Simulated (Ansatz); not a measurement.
Rb$_{3}$InF$_{6}$:
```cif
data_F6InRb3
_chemical_formula_sum 'Rb3 In1 F6'
_space_group_name_H-M_alt 'P 1'
_space_group_IT_number 1
_cell_length_a 6.61786
_cell_length_b 6.61786
_cell_length_c 6.61786
_cell_angle_alpha 60.000
_cell_angle_beta 60.000
_cell_angle_gamma 60.000
loop_
_space_group_symop_operation_xyz
  'x, y, z'
loop_
_atom_site_label
_atom_site_type_symbol
_atom_site_fract_x
_atom_site_fract_y
_atom_site_fract_z
_atom_site_occupancy
Rb1 Rb 0.75000 0.75000 0.75000 1
Rb2 Rb 0.25000 0.25000 0.25000 1
Rb3 Rb 0.50000 0.50000 0.50000 1
In1 In 0.00000 0.00000 0.00000 1
F1 F 0.77872 0.22128 0.22128 1
F2 F 0.22128 0.77872 0.77872 1
F3 F 0.22128 0.77872 0.22128 1
F4 F 0.77872 0.22128 0.77872 1
F5 F 0.22128 0.22128 0.77872 1
F6 F 0.77872 0.77872 0.22128 1
```

Relaxed with r²SCAN.

Q: Which orbitals make up the states near the band edges in the program Ansatz at the r²SCAN level (PAW)?

A: Top 1 eV of the valence band: F 2p 97 %. Bottom 1 eV of the conduction band: Rb 5s 58 %, In 5s 17 %, F 2s 11 %, F 2p 9 %. Projections are on Löwdin-orthogonalised atomic valence shells; empty p or d shells of many metals are not among them.

Q: Tabulate the density of states.

A: States/eV per cell of 10 atoms, in 0.25 eV bins, energy from the valence-band maximum.

| E (eV) | total | F 2p | Rb 4p | Rb 5s |
|---|---|---|---|---|
| -7.85 | 35.47 | 0.21 | 34.92 | 0.14 |
| -7.60 | 12.53 | 0.04 | 12.44 | 0.03 |
| -7.35 | 0.00 | 0.00 | 0.00 | 0.00 |
| -7.10 | 0.00 | 0.00 | 0.00 | 0.00 |
| -6.85 | 0.00 | 0.00 | 0.00 | 0.00 |
| -6.60 | 7.67 | 0.65 | 6.89 | 0.05 |
| -6.35 | 16.33 | 0.90 | 15.24 | 0.03 |
| -6.10 | 0.00 | 0.00 | 0.00 | 0.00 |
| -5.85 | 0.00 | 0.00 | 0.00 | 0.00 |
| -5.60 | 0.00 | 0.00 | 0.00 | 0.00 |
| -5.35 | 0.00 | 0.00 | 0.00 | 0.00 |
| -5.10 | 0.00 | 0.00 | 0.00 | 0.00 |
| -4.85 | 0.00 | 0.00 | 0.00 | 0.00 |
| -4.60 | 0.00 | 0.00 | 0.00 | 0.00 |
| -4.35 | 0.00 | 0.00 | 0.00 | 0.00 |
| -4.10 | 0.00 | 0.00 | 0.00 | 0.00 |
| -3.85 | 0.00 | 0.00 | 0.00 | 0.00 |
| -3.60 | 1.27 | 0.93 | 0.03 | 0.00 |
| -3.35 | 6.50 | 4.57 | 0.36 | 0.01 |
| -3.10 | 0.23 | 0.15 | 0.02 | 0.00 |
| -2.85 | 0.00 | 0.00 | 0.00 | 0.00 |
| -2.60 | 0.00 | 0.00 | 0.00 | 0.00 |
| -2.35 | 0.00 | 0.00 | 0.00 | 0.00 |
| -2.10 | 8.52 | 7.63 | 0.07 | 0.04 |
| -1.85 | 15.12 | 13.12 | 0.49 | 0.02 |
| -1.60 | 0.36 | 0.30 | 0.02 | 0.00 |
| -1.35 | 2.24 | 2.10 | 0.01 | 0.08 |
| -1.10 | 21.76 | 20.86 | 0.17 | 0.23 |
| -0.85 | 24.12 | 23.49 | 0.10 | 0.21 |
| -0.60 | 25.45 | 24.93 | 0.20 | 0.06 |
| -0.35 | 28.82 | 28.11 | 0.16 | 0.05 |
| -0.10 | 9.61 | 8.73 | 0.34 | 0.02 |
| 0.15 | 0.00 | 0.00 | 0.00 | 0.00 |
| 0.40 | 0.00 | 0.00 | 0.00 | 0.00 |
| 0.65 | 0.00 | 0.00 | 0.00 | 0.00 |
| 0.90 | 0.00 | 0.00 | 0.00 | 0.00 |
| 1.15 | 0.00 | 0.00 | 0.00 | 0.00 |
| 1.40 | 0.00 | 0.00 | 0.00 | 0.00 |
| 1.65 | 0.00 | 0.00 | 0.00 | 0.00 |
| 1.90 | 0.00 | 0.00 | 0.00 | 0.00 |
| 2.15 | 0.00 | 0.00 | 0.00 | 0.00 |
| 2.40 | 0.00 | 0.00 | 0.00 | 0.00 |
| 2.65 | 0.00 | 0.00 | 0.00 | 0.00 |
| 2.90 | 0.00 | 0.00 | 0.00 | 0.00 |
| 3.15 | 0.00 | 0.00 | 0.00 | 0.00 |
| 3.40 | 0.00 | 0.00 | 0.00 | 0.00 |
| 3.65 | 0.00 | 0.00 | 0.00 | 0.00 |
| 3.90 | 0.00 | 0.00 | 0.00 | 0.00 |
| 4.15 | 0.00 | 0.00 | 0.00 | 0.00 |
| 4.40 | 0.00 | 0.00 | 0.00 | 0.00 |
| 4.65 | 0.00 | 0.00 | 0.00 | 0.00 |
| 4.90 | 0.00 | 0.00 | 0.00 | 0.00 |
| 5.15 | 0.00 | 0.00 | 0.00 | 0.00 |
| 5.40 | 0.00 | 0.00 | 0.00 | 0.00 |
| 5.65 | 0.00 | 0.00 | 0.00 | 0.00 |
| 5.90 | 0.00 | 0.00 | 0.00 | 0.00 |
| 6.15 | 0.18 | 0.01 | 0.00 | 0.12 |
| 6.40 | 0.40 | 0.03 | 0.00 | 0.25 |
| 6.65 | 0.59 | 0.05 | 0.01 | 0.34 |
| 6.90 | 0.84 | 0.09 | 0.01 | 0.45 |
| 7.15 | 1.24 | 0.16 | 0.02 | 0.56 |
| 7.40 | 2.67 | 0.42 | 0.03 | 0.86 |
| 7.65 | 2.08 | 0.37 | 0.02 | 0.30 |
| 7.90 | 0.00 | 0.00 | 0.00 | 0.00 |
| 8.15 | 0.00 | 0.00 | 0.00 | 0.00 |
| 8.40 | 0.13 | 0.01 | 0.00 | 0.08 |
| 8.65 | 4.08 | 0.35 | 0.05 | 2.09 |
| 8.90 | 2.64 | 0.27 | 0.02 | 0.92 |
| 9.15 | 3.01 | 0.23 | 0.02 | 1.33 |
| 9.40 | 3.39 | 0.16 | 0.02 | 1.36 |
| 9.65 | 5.40 | 0.16 | 0.02 | 1.45 |
| 9.90 | 9.80 | 0.20 | 0.04 | 2.95 |
| 10.15 | 6.08 | 0.16 | 0.01 | 0.58 |
| 10.40 | 9.66 | 0.25 | 0.02 | 0.61 |
| 10.65 | 12.73 | 0.26 | 0.01 | 0.69 |

Space group Fm-3m. The first step of the workflow began from a Materials Project structure, measured or hypothetical; the Crystallography Open Database copy checked does not list it. Its standing as an ambient phase is unchecked. The r²SCAN relaxation kept the symmetry of its start; its stability against distortions is not shown here. Spin–orbit coupling is left out wherever it is not named.

Potentials: the later of the program's two PAW sets.
